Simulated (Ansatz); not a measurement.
S3N2O2, a database entry at a rescaled volume

```
N O S
1.0
    -6.76766    0.00000    0.00000
    -0.99599   -2.25589    8.11173
    -0.99599    2.25589    8.11173
N O S
4 4 6
Cartesian
  -6.2735 -0.2391 2.6444
  -5.8700 -0.2391 13.5790
  -2.4862 0.2391 13.5790
  -2.8896 0.2391 2.6444
  -6.6323 -0.5622 9.2101
  -5.5112 -0.5622 7.0134
  -2.1274 0.5622 7.0134
  -3.2485 0.5622 9.2101
  -6.0717 -1.6779 8.1117
  -2.6879 1.6779 8.1117
  -7.1743 -1.0237 10.5988
  -4.9691 -1.0237 5.6247
  -1.5853 1.0237 5.6247
  -3.7905 1.0237 10.5988
```

The numbers come from plane-wave PAW DFT (Ansatz): PBEsol, no spin polarisation, 420 eV, 4×5×5 Γ-centred k points, gaussian occupations (width 0.261 eV). Nothing was relaxed.

- Band edges: Within 0.7 eV of the edges, the states project mainly on S p (57 %), N p (25 %) and O p (14 %) below the gap and on N p (43 %) and S p (43 %) above it.
- Electronic structure: The gap is 1.21 eV, indirect (the least direct gap found is 1.32 eV).
- Charges: Bader charges in e: S +1.14 to +1.89, N -1.28, O -1.18. In the mean S gives up most and N takes most.
- Forces: The largest is on S12 (and as large on other atoms): 3.65 eV/Å, components (1.08, -1.99, -2.87). It makes 50° with the line to a nearest neighbour, N2 at 1.48 Å.

Origin: a database entry at a rescaled volume. Caveats: forces this large suggest misplaced atoms in the database entry; atoms or cell far from equilibrium; wide smearing.
